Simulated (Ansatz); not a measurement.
Na:
```
CELL_PARAMETERS angstrom
     -2.08567     2.08567     2.08567
      2.08567    -2.08567     2.08567
      2.08567     2.08567    -2.08567
ATOMIC_POSITIONS crystal
  Na 0.00000 0.00000 0.00000
```

Relaxed with PBEsol. Special points in fractions of this cell's reciprocal vectors: Γ (0.000, 0.000, 0.000); H (0.500, -0.500, 0.500); N (0.000, 0.000, 0.500); P (0.250, 0.250, 0.250).

**Question.** List the band energies nearest the Fermi level at these points for plane-wave PAW PBEsol (Ansatz code).

**Answer.** In eV from the Fermi level; about four levels below and three above (degenerate sets whole), none deeper than 8.9 eV; … stands for higher levels left out; points with the same levels are listed once.

```
k  below              above
-  -----  -----------------
Γ  -3.29  11.87 11.87 11.87
H      –        4.57 4.57 …
N      –     0.78 1.28 8.30
P      –     2.76 2.76 2.76
```

Space group Im-3m (bcc (W type)). The cell was relaxed with PBEsol under the symmetry of its start.

Potentials: the earlier of the program's two PAW sets. The files were generated under PBE; for other functionals the program regenerates the frozen cores, and for LDA and PBEsol the local potential too.
